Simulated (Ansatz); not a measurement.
# ZnS with Cl replacing S: do the settings matter for the field gradients?

Cell: a supercell of ZnS (space group P6_3mc) built from a COD entry (the entry's cell lengths or inner coordinates differ somewhat from later room-temperature determinations), with all atoms left at the host's positions.

Space group P31m (No. 157); a = 6.6026, c = 18.6900 Å, γ = 120.00°.

| site | Wyckoff | site symmetry | x | y | z |
| --- | --- | --- | --- | --- | --- |
| Zn1 | 3c | ..m | 0.6667 | 0.6667 | 0.0000 |
| Zn4 | 3c | ..m | 0.6667 | 0.6667 | 0.5000 |
| Zn7 | 1a | 3.m | 0.0000 | 0.0000 | 0.1667 |
| Zn8 | 2b | 3.. | 0.3333 | 0.6667 | 0.1667 |
| Zn10 | 3c | ..m | 0.0000 | 0.6667 | 0.6667 |
| Zn13 | 3c | ..m | 0.0000 | 0.6667 | 0.3333 |
| Zn16 | 1a | 3.m | 0.0000 | 0.0000 | 0.8333 |
| Zn17 | 2b | 3.. | 0.3333 | 0.6667 | 0.8333 |
| S19 | 3c | ..m | 0.6667 | 0.6667 | 0.1250 |
| S22 | 3c | ..m | 0.6667 | 0.6667 | 0.6250 |
| Cl | 1a | 3.m | 0.0000 | 0.0000 | 0.2917 |
| S26 | 2b | 3.. | 0.3333 | 0.6667 | 0.2917 |
| S28 | 3c | ..m | 0.0000 | 0.6667 | 0.7917 |
| S31 | 3c | ..m | 0.0000 | 0.6667 | 0.4583 |
| S34 | 1a | 3.m | 0.0000 | 0.0000 | 0.9583 |
| S35 | 2b | 3.. | 0.3333 | 0.6667 | 0.9583 |

One atom of each set is listed.

Reference run. All values are calculated (Ansatz; DFT, PBE, plane waves and PAW, scalar-relativistic, 420 eV cutoff, Γ-centred 3×3×1 k-points, Fermi–Dirac smearing 0.01 eV, cell charge +1), not measured.

(1) The input is changed as follows: `scf.convergence.dr2_threshold`: not typed → 1e-20; `scf.max_iter`: not typed → 80. What happens to V_zz (10²¹ V/m²) and η?

## Answers

(1) 

| site | V_zz reference | η reference | V_zz changed | η changed |
| --- | --- | --- | --- | --- |
| Zn1 | 1.53 | 0.00 | 1.53 | 0.00 |
| Zn4 | -1.34 | 0.25 | -1.34 | 0.25 |
| Zn7 | 6.57 | 0.00 | 6.57 | 0.00 |
| Zn13 | 5.75 | 0.27 | 5.75 | 0.27 |
| S19 | 1.55 | 0.55 | 1.55 | 0.55 |
| S22 | 1.59 | 0.01 | 1.59 | 0.01 |
| Cl | -1.27 | 0.00 | -1.27 | 0.00 |
| S26 | -3.23 | 0.00 | -3.23 | 0.00 |
| S28 | 0.58 | 0.03 | 0.58 | 0.03 |
| S31 | 2.62 | 0.02 | 2.62 | 0.02 |
| S34 | -0.15 | 0.00 | -0.15 | 0.00 |
| S35 | -0.099 | 0.00 | -0.099 | 0.00 |

All printed values agree. The table leaves out 4 of the 16 sites, with |V_zz| up to 1.14; their tensors move by 0.01 at most along any direction. SCF iterations: 11 and 30. The changed input holds an SCF threshold far outside the usual range, which doesn't reach the result here.

On the reference run: The defect repeats with the cell of 36 atoms, so it feels its images: sites between two images don't show the values beside a lone defect, and zeros or small values of η there can come from the images' arrangement. S and Zn carry a gradient in the pure host already, so the values there aren't the defect's effect alone. A uniform background compensates the cell's charge. The neighbours have not yet relaxed around the defect (largest force 1.6 eV/Å), so a real crystal will differ.
